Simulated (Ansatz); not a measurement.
Structure relaxation, CoSn

The start is a randomly generated symmetric cell of CoSn (space group No. 156). The cell and all atomic positions are relaxed at zero pressure with r2SCAN (plane waves to 500 eV, PAW, scalar-relativistic; Ansatz, a first-principles code). The first steps use a coarse 11×11×8 k-mesh.

Input geometry:
```
CELL_PARAMETERS angstrom
      3.41808     0.00000     0.00000
     -1.70904     2.96014     0.00000
      0.00000     0.00000     3.92104
ATOMIC_POSITIONS crystal
  Co 0.33333 0.66667 0.83989
  Sn 0.66667 0.33333 0.06623
```
Spin-polarised start, with parallel moments on Co.

```json
{
 "initial_pressure": "+30.9 GPa (positive: the cell is compressed)",
 "largest_initial_force": "5.51 eV/Å, on Co1, Sn2 (atoms numbered as listed)",
 "outcome": "The space group goes from P3m1 (No. 156) to P-6m2 (No. 187); the end is AFLOW prototype AB_hP2_187_d_a (B_h, as in WC), with 2 atoms in the primitive magnetic cell",
 "volume_change": "-12.5 %, from 19.84 to 17.36 Å³/atom",
 "Shortest distances (start → end)": "The closest pairs of elements (up to four, under 3.6 Å), start → end: Co–Sn 2.16 → 2.59 Å; Co–Co 3.42 → 3.04 Å; Sn–Sn 3.42 → 3.04 Å",
 "moments_at_the_end": "net 0.47 μB/atom, ferromagnetic",
 "optimiser_moves": "15"
}
```

The end point of the relaxation:

```cif
data_CoSn
_chemical_formula_sum 'Co1 Sn1'
_space_group_name_H-M_alt 'P-6m2'
_space_group_IT_number 187
_space_group_name_Hall 'P -6 2'
_cell_length_a 3.63445
_cell_length_b 3.63445
_cell_length_c 3.03567
_cell_angle_alpha 90.000
_cell_angle_beta 90.000
_cell_angle_gamma 120.000
loop_
_atom_site_label
_atom_site_type_symbol
_atom_site_symmetry_multiplicity
_atom_site_Wyckoff_symbol
_atom_site_fract_x
_atom_site_fract_y
_atom_site_fract_z
_atom_site_occupancy
Co1 Co 1 e 0.66667 0.33333 0.00000 1
Sn1 Sn 1 d 0.33333 0.66667 0.50000 1
```

Final values are on a 15×15×15 k-mesh of the relaxed cell. Spin state reached: ferromagnetic (net 0.47 μB/atom), from parallel starting moments; other spin orders were not run from this start. r2SCAN tends to overstate moments in metals.

The run could not lose the symmetry of its start, so the end can be a saddle point.

The relaxed structure here is a generated cell of CoSn: the first start was made by a random draw of sites in a space group, and the end was not matched to a known phase here, so it may be hypothetical. Known forms of CoSn include space group No. 191.
